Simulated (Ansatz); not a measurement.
SnC:
Space group F-43m (No. 216); a = b = c = 5.034 Å, α = β = γ = 90.00°

```json
[
 {"atom": "Sn", "site": "4a", "symmetry": "-43m", "x": "0.0000", "y": "0.0000", "z": "0.0000"},
 {"atom": "C", "site": "4d", "symmetry": "-43m", "x": "0.7500", "y": "0.7500", "z": "0.7500"}
]
```
(The calculation used a cell of 2 atoms; values per cell refer to that cell.)

Relaxed with PBEsol.

### Question
Give the optical modes at the zone centre with their infrared activity from DFPT, DFT-PBEsol in the program Ansatz with PAW potentials.

### Answer
Transverse frequencies, without the LO–TO term; a row sums one degenerate level.

```json
[
 {"ω (cm⁻¹)": "555", "degeneracy": "3", "IR ((D/Å)²/amu)": "53.70", "activity": "IR", "symmetry": "T2"}
]
```

The start of the workflow was typed in or built on a structure type; neither database checked (COD, Materials Project) lists it. Whether it is the stable phase at ambient conditions was not checked. The PBEsol relaxation kept the symmetry of its start; its stability against distortions is not shown here. Its formation energy is positive at this level, so the cell may be metastable or incomplete. Scalar-relativistic: spin–orbit coupling is off unless named, which matters more the heavier the elements.

Potentials: the later of the program's two PAW sets.
